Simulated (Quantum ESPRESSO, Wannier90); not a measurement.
**K (fcc (Cu type), model phase): Wannier90 run**

Cell from Materials Project (mp-10157), symmetrised, no further relaxation. This isn't the element's usual structure (bcc); take it as a model of another phase. Level: PBEsol, no spin polarisation, no spin-orbit coupling; pw.x of Quantum ESPRESSO at 60 Ry with PseudoDojo potentials, 8×8×8 k-points, Wannier90. Density: 12×12×12 mesh, cold smearing 0.01 Ry.

On the energy scale of pw.x, whose zero is arbitrary, the Fermi level lies at 1.51 eV.

Input w.win:

```
num_bands = 1
num_wann = 1
exclude_bands = 2-21
num_iter = 1000
conv_tol = 1.0e-6
conv_window = 4
write_hr = true
write_u_matrices = true
auto_projections = true
begin unit_cell_cart
ang
    0.0000000000    3.3918750000    3.3918750000
    3.3918750000    0.0000000000    3.3918750000
    3.3918750000    3.3918750000    0.0000000000
end unit_cell_cart
begin atoms_frac
K    0.0000000000  0.0000000000  0.0000000000
end atoms_frac
mp_grid = 8 8 8
begin kpoints
0.0000000000 0.0000000000 0.0000000000
0.0000000000 0.0000000000 0.1250000000
0.0000000000 0.0000000000 0.2500000000
... (509 more lines: the 8x8x8 mesh through Gamma)
end kpoints
```

Input of pw2wannier90.x that gives the overlap and projection files (equivalent; here they were cut from one run over all bands):

```
&inputpp
  outdir = './out'
  prefix = 'pwscf'
  seedname = 'w'
  write_amn = .true.
  write_mmn = .true.
  atom_proj = .true.
  atom_proj_exclude = 2 3 4 5
/
```

Output w.wout (banner and timings cut):

```
                                    ------
                                    SYSTEM
                                    ------

                              Lattice Vectors (Ang)
                    a_1     0.000000   3.391875   3.391875
                    a_2     3.391875   0.000000   3.391875
                    a_3     3.391875   3.391875   0.000000

                   Unit Cell Volume:      78.04580  (Ang^3)

                        Reciprocal-Space Vectors (Ang^-1)
                    b_1    -0.926211   0.926211   0.926211
                    b_2     0.926211  -0.926211   0.926211
                    b_3     0.926211   0.926211  -0.926211

 *----------------------------------------------------------------------------*
 |   Site       Fractional Coordinate          Cartesian Coordinate (Ang)     |
 +----------------------------------------------------------------------------+
 | k    1   0.00000   0.00000   0.00000   |    0.00000   0.00000   0.00000    |
 *----------------------------------------------------------------------------*
                                ------------
                                K-POINT GRID
                                ------------

             Grid size =  8 x  8 x  8      Total points =  512

 *---------------------------------- MAIN ------------------------------------*
 |  Number of Wannier Functions               :                 1             |
 |  Number of Objective Wannier Functions     :                 1             |
 |  Number of input Bloch states              :                 1             |
 |  Output verbosity (1=low, 5=high)          :                 1             |
 |  Timing Level (1=low, 5=high)              :                 1             |
 |  Optimisation (0=memory, 3=speed)          :                 3             |
 |  Length Unit                               :               Ang             |
 |  Post-processing setup (write *.nnkp)      :                 F             |
 |  Using Gamma-only branch of algorithms     :                 F             |
 *----------------------------------------------------------------------------*
 *------------------------------- WANNIERISE ---------------------------------*
 |  Total number of iterations                :              1000             |
 |  Number of CG steps before reset           :                 5             |
 |  Trial step length for line search         :             2.000             |
 |  Convergence tolerence                     :         0.100E-05             |
 |  Convergence window                        :                 4             |
 |  Iterations between writing output         :                 1             |
 |  Iterations between backing up to disk     :               100             |
 |  Write r^2_nm to file                      :                 F             |
 |  Write xyz WF centres to file              :                 F             |
 |  Write on-site energies <0n|H|0n> to file  :                 F             |
 |  Use guiding centre to control phases      :                 F             |
 |  Use phases for initial projections        :                 F             |
 *----------------------------------------------------------------------------*
 *-------------------------------- PLOTTING ----------------------------------*
 |  Plotting Hamiltonian in WF basis          :                 T             |
 *----------------------------------------------------------------------------*

 *---------------------------------- K-MESH ----------------------------------*
 +----------------------------------------------------------------------------+
 |                    Distance to Nearest-Neighbour Shells                    |
 |                    ------------------------------------                    |
 |          Shell             Distance (Ang^-1)          Multiplicity         |
 |          -----             -----------------          ------------         |
 |             1                   0.200531                      8            |
 |             2                   0.231553                      6            |
 |             3                   0.327465                     12            |
 |             4                   0.383987                     24            |
 |             5                   0.401061                      8            |
 |             6                   0.463106                      6            |
 |             7                   0.504658                     24            |
 |             8                   0.517768                     24            |
       ... (lines left out)
 +----------------------------------------------------------------------------+
 | The b-vectors are chosen automatically                                     |
 | The following shells are used:                       1                     |
 +----------------------------------------------------------------------------+
 |                        Shell   # Nearest-Neighbours                        |
 |                        -----   --------------------                        |
 |                          1               8                                 |
 +----------------------------------------------------------------------------+
 | Completeness relation is fully satisfied [Eq. (B1), PRB 56, 12847 (1997)]  |
 +----------------------------------------------------------------------------+
 |                  b_k Vectors (Ang^-1) and Weights (Ang^2)                  |
 |                  ----------------------------------------                  |
 |            No.         b_k(x)      b_k(y)      b_k(z)        w_b           |
 |            ---        --------------------------------     --------        |
 |             1         0.115776    0.115776   -0.115776     9.325453        |
 |             2         0.115776   -0.115776    0.115776     9.325453        |
 |             3        -0.115776    0.115776    0.115776     9.325453        |
 |             4         0.115776    0.115776    0.115776     9.325453        |
 |             5        -0.115776   -0.115776    0.115776     9.325453        |
 |             6        -0.115776    0.115776   -0.115776     9.325453        |
 |             7         0.115776   -0.115776   -0.115776     9.325453        |
 |             8        -0.115776   -0.115776   -0.115776     9.325453        |
 +----------------------------------------------------------------------------+
 |                           b_k Directions (Ang^-1)                          |
 |                           -----------------------                          |
 |            No.           x           y           z                         |
 |            ---        --------------------------------                     |
 |             1         0.115776    0.115776   -0.115776                     |
 |             2         0.115776   -0.115776    0.115776                     |
 |             3        -0.115776    0.115776    0.115776                     |
 |             4         0.115776    0.115776    0.115776                     |
 +----------------------------------------------------------------------------+

 Starting a new Wannier90 calculation ...

 Reading overlaps from w.mmn

 Reading projections from w.amn

 *------------------------------- WANNIERISE ---------------------------------*
 +--------------------------------------------------------------------+<-- CONV
 | Iter  Delta Spread     RMS Gradient      Spread (Ang^2)            |<-- CONV
 +--------------------------------------------------------------------+<-- CONV

 ------------------------------------------------------------------------------
 Initial State
  WF centre and spread    1  ( -0.000000, -0.000000, -0.000000 )     0.52523304
  Sum of centres and spreads ( -0.000000, -0.000000, -0.000000 )     0.52523304

      0     0.525E+00     0.0000000000        0.5252330425  <-- CONV
        O_D=      0.0000000 O_OD=      0.0000000 O_TOT=      0.5252330 <-- SPRD
 ------------------------------------------------------------------------------
      1     0.000E+00     0.0000000002        0.5252330425  <-- CONV
        O_D=      0.0000000 O_OD=      0.0000000 O_TOT=      0.5252330 <-- SPRD
      2     0.000E+00     0.0000000002        0.5252330425  <-- CONV
        O_D=      0.0000000 O_OD=      0.0000000 O_TOT=      0.5252330 <-- SPRD
      3     0.000E+00     0.0000000002        0.5252330425  <-- CONV
        O_D=      0.0000000 O_OD=      0.0000000 O_TOT=      0.5252330 <-- SPRD
      4     0.000E+00     0.0000000002        0.5252330425  <-- CONV
        O_D=      0.0000000 O_OD=      0.0000000 O_TOT=      0.5252330 <-- SPRD
             <<<     Delta < 1.000E-06  over  4 iterations     >>>
             <<< Wannierisation convergence criteria satisfied >>>
 Final State
  WF centre and spread    1  ( -0.000000, -0.000000, -0.000000 )     0.52523304
  Sum of centres and spreads ( -0.000000, -0.000000, -0.000000 )     0.52523304

         Spreads (Ang^2)       Omega I      =     0.525233043
        ================       Omega D      =     0.000000000
                               Omega OD     =     0.000000000
    Final Spread (Ang^2)       Omega Total  =     0.525233043
```
